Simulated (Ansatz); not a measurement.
Ansatz 0.2.0, settings compared: FeCO3

The input file (Ansatz 0.2.0, plane waves):

```yaml
crystal:
  lattice:
    - [2.33550224, 1.34840627, 5.02994755]
    - [-2.33550224, 1.34840627, 5.02994755]
    - [0.0, -2.69680247, 5.02994755]
  atoms:
    - { symbol: Fe, position: [0.0, 0.0, 0.0] }
    - { symbol: Fe, position: [0.5, 0.5, 0.5] }
    - { symbol: C, position: [0.25, 0.25, 0.25] }
    - { symbol: C, position: [0.75, 0.75, 0.75] }
    - { symbol: O, position: [0.528, 0.972, 0.25] }
    - { symbol: O, position: [0.25, 0.528, 0.972] }
    - { symbol: O, position: [0.972, 0.25, 0.528] }
    - { symbol: O, position: [0.472, 0.028, 0.75] }
    - { symbol: O, position: [0.75, 0.472, 0.028] }
    - { symbol: O, position: [0.028, 0.75, 0.472] }
  symmetry: { tolerance: 0.0003 }
kpoints:
  mp_grid: { grid: [5, 5, 5], shift: [0, 0, 0] }
magnetization:
  spin_polarized: false
scf:
  occupations: { method: fermi_dirac, width: 0.0291 }
hamiltonian:
  pseudopotentials: { kind: paw }
  xc: pbesol
basis:
  ecutwfc: 420
output:
  forces: true
  stress: true
  eigenvalues: true
```

Launch command:

```bash
ansatz run input.yaml --threads 1 --pin off --max-ram 2560MiB --backend cpu --events-out ev --progress --plain --runs-dir out
```

Origin of the cell: a database entry, scaled a little.

Output of this run (shortened):

```
SCF iter   1: F=—  HF=-12750.835652 eV  Δρ=1.72e-2  dr2=1.92e-1  defer=7
SCF iter   2: F=—  HF=-12750.784885 eV  Δρ=5.12e-3  dr2=1.63e-2  defer=45
SCF iter   3: F=—  HF=-12750.783154 eV  Δρ=2.38e-3  dr2=5.50e-3  defer=26
SCF iter   4: F=—  HF=-12750.782487 eV  Δρ=1.80e-3  dr2=2.27e-3  defer=26
SCF iter   5: F=—  HF=-12750.782259 eV  Δρ=5.40e-4  dr2=2.14e-4  defer=26
SCF iter   6: F=—  HF=-12750.782289 eV  Δρ=1.47e-4  dr2=1.58e-5  defer=26
SCF iter   7: F=—  HF=-12750.782299 eV  Δρ=7.59e-5  dr2=2.56e-6  defer=26
SCF iter   8: F=—  HF=-12750.782299 eV  Δρ=3.35e-5  dr2=7.12e-7  defer=26
SCF iter   9: F=—  HF=-12750.782299 eV  Δρ=1.01e-5  dr2=1.01e-7
SCF iter  10: F=-12750.782299 eV  HF=-12750.782299 eV  Δρ=3.47e-6  dr2=8.81e-9
SCF 1 converged in 10 iterations: F = -12750.782299 eV  dr2 = 8.81e-9
SCF converged after 10 iterations
Free energy (F): -12750.782299 eV
Harris-Foulkes:  -12750.782299 eV  (|F-HF|=5.12e-9)
Internal energy: -12750.782228 eV  (E = F + TS)
E sigma→0 (E₀):  -12750.782263 eV
Entropy (-TS):   -0.000071 eV (-0.007 meV/atom)
Fermi energy:    9.331675 eV
--- Per-component energies (eV) ---
  E_band       = -791.927972
  E_kinetic    = 1911.034016
  E_local      = -7872.670977  (includes V_loc(G=0)·N_el)
  E_nonlocal   = 796.955441
  E_hartree    = 3081.527828
  E_xc         = -752.277585
  E_vxc        = -963.307296  (∫ρ·V_xc dr)
  E_paw        = -3778.294636  (= ΣΔE_a)
  E_vpaw       = -827.013719  (= ΣTr[D̂ρ^β])
  E_aug_tail   = 0.016145  (compensation charges beyond the density's cutoff)
  E_ewald      = -6137.684792
  E_core_change = 0.612332  (= ΣΔE_core)
  E_smearing   = -0.000071  (= −TS)
  Σ components = -12750.782299   (vs F -12750.782299, Δ=0.00e0)
--- Forces (eV/Å), atoms counted from 1 ---
  atom   1  Fe     0.000000     0.000000     0.000000
  atom   2  Fe    -0.000000     0.000000     0.000000
[… 3 lines left out …]
  atom   6  O     -0.264176     0.457566    -0.000000
  atom   7  O     -0.264176    -0.457566     0.000000
  atom   8  O     -0.528352     0.000000     0.000000
  atom   9  O      0.264176    -0.457566     0.000000
  atom  10  O      0.264176     0.457566    -0.000000
  max |Σ_I F_I| component: 5.55e-17 eV/Å
--- Stress (GPa, compression-positive) ---
      -19.074418       0.000000       0.000000
        0.000000     -19.074418      -0.000000
        0.000000      -0.000000     -19.290837
  P = ⅓ Tr σ = -19.1466 GPa (-191.466 kbar)
```

The same input was run again with these changes:

1. `kpoints.mp_grid.grid` [5, 5, 5] → [2, 2, 2]; `scf.mixing.algorithm` default → anderson; `scf.mixing.beta` default → 0.7; `scf.convergence.dr2_threshold` default → 1.0e-08
2. `basis.ecutwfc` 420 → "300 eV"; `hamiltonian.hubbard` default → { sites: [{ species: Fe, l: d, u_eff: 4.0 }], double_counting: amf }
3. `scf.occupations.width` 0.0291 → default; `scf.occupations.method` fermi_dirac → tetrahedron
4. `scf.mixing.algorithm` default → anderson; `scf.mixing.beta` default → 0.1; `scf.mixing.ndim` default → 8

| run | end | SCF iterations | P (GPa) | max force component (eV/Å) | moment (μB) | ΔE(σ→0) (meV/atom) |
| --- | --- | --- | --- | --- | --- | --- |
| base | converged | 10 | -19.15 | 0.528 | – | 0 |
| 1 | converged | 12 | -19.12 | 0.509 | – | 1.14 |
| 2 | converged | 13 | -10.78 | 0.286 | – | – |
| 3 | converged | 10 | -19.15 | 0.528 | – | 0.00 |
| 4 | converged | 14 | -19.15 | 0.528 | – | 0.00 |

Energies are compared only where functional, datasets, charge and starting cell are the same.

Not properties of the system: run 2 (too coarse or loose: `basis.ecutwfc` = "300 eV").

Run 2: the cutoff lies below the datasets' advice.
Run 3: forces and stress under tetrahedra may miss the slope of the energy.

The base run ran for 4.8 s on 1 thread of Intel(R) Xeon(R) 6975P-C (Granite Rapids), on a shared host, peak memory 0.52 GiB, from the program's own first density.
